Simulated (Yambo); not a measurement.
Yambo input for CsTaP2O8 (space group C2/m, No. 12) (a = 5.1535 Å, b = 5.1535 Å, c = 9.0169 Å, α = 92.81°, β = 92.81°, γ = 61.77°), on PBEsol (pw.x of Quantum ESPRESSO, ONCV potentials, no spin-orbit coupling) wavefunctions on a 4×4×2 mesh:

```
optics
chi
dipoles
kernel
FFTGvecs= 40 Ry
Chimod= "HARTREE"
NGsBlkXd= 3 Ry
% QpntsRXd
 1 | 1 |
%
% BndsRnXd
 2 | 163 |
%
GrFnTpXd= "R"
% EnRngeXd
 0.0 | 20.0 | eV
%
% DmRngeXd
 0.2 | 0.2 | eV
%
CGrdSpXd= 50
ETStpsXd= 161
% LongDrXd
 0.0 | 0.0 | 1.0 |
%
```

First lines of the file o-*.eps_q1_inv_rpa_dyson:

```
Absorption @ Q(1):   0.00000000     0.00000000     1.00000000    [q->0 direction]
#
# [ X ] Hartree size     :  135
# [GEN] GF Energies     : Perdew, Burke & Ernzerhof SOL(X)+Perdew, Burke & Ernzerhof SOL(C)
# [GEN] Green`s Function     : Retarded
#
# [GEN] Gauge     : Length
# [GEN] [r,Vnl] included     : yes
#
#    E[1] [eV]     Im(eps)     Re(eps)     Im(eps_o)     Re(eps_o)
#
     0.000000     -0.47067E-09     2.586845     0.12483E-17     3.225092
     0.125000     0.959250E-3     2.587144     0.002059     3.225731
     0.250000     0.001923     2.588040     0.004132     3.227653
     0.375000     0.002896     2.589540     0.006233     3.230871
     0.500000     0.003883     2.591649     0.008378     3.235407
     0.625000     0.004890     2.594377     0.010583     3.241292
     0.750000     0.005921     2.597739     0.012865     3.248569
     0.875000     0.006982     2.601752     0.015244     3.257290
     1.000000     0.008081     2.606435     0.017741     3.267521
     1.125000     0.009224     2.611814     0.020381     3.279342
     1.250000     0.010419     2.617919     0.023193     3.292848
     1.375000     0.011677     2.624784     0.026211     3.308154
     1.500000     0.013009     2.632452     0.029476     3.325398
     1.625000     0.014427     2.640970     0.033037     3.344742
     1.750000     0.015947     2.650396     0.036953     3.366384
     1.875000     0.017588     2.660798     0.041301     3.390559
     2.000000     0.019375     2.672256     0.046172     3.417552
     2.125000     0.021335     2.684865     0.051689     3.447711
     2.250000     0.023505     2.698740     0.058007     3.481461
     2.375000     0.025934     2.714021     0.065334     3.519333
     2.500000     0.028683     2.730877     0.073950     3.561992
     2.625000     0.031836     2.749519     0.084242     3.610285
     2.750000     0.035507     2.770212     0.096760     3.665310
     2.875000     0.039860     2.793296     0.112309     3.728512
     3.000000     0.045133     2.819210     0.132111     3.801833
     3.125000     0.051692     2.848541     0.158107     3.887937
     3.250000     0.060128     2.882078     0.193544     3.990542
     3.375000     0.071462     2.920897     0.244224     4.114833
     3.500000     0.087592     2.966378     0.321169     4.267573
     3.625000     0.112142     3.019799     0.445956     4.455477
     3.750000     0.151236     3.080592     0.659838     4.675551
     3.875000     0.210882     3.143625     1.024587     4.892985
     4.000000     0.297998     3.205220     1.627835     4.981409
```
(The file goes on to the top of the energy range.) Convergence of the RPA response with its 4×4×2 mesh was not tested.

Geometry of the Materials Project entry, not relaxed at this level.

The structure is a Materials Project entry; no match was found in the copy of COD used, and its stability was not checked.
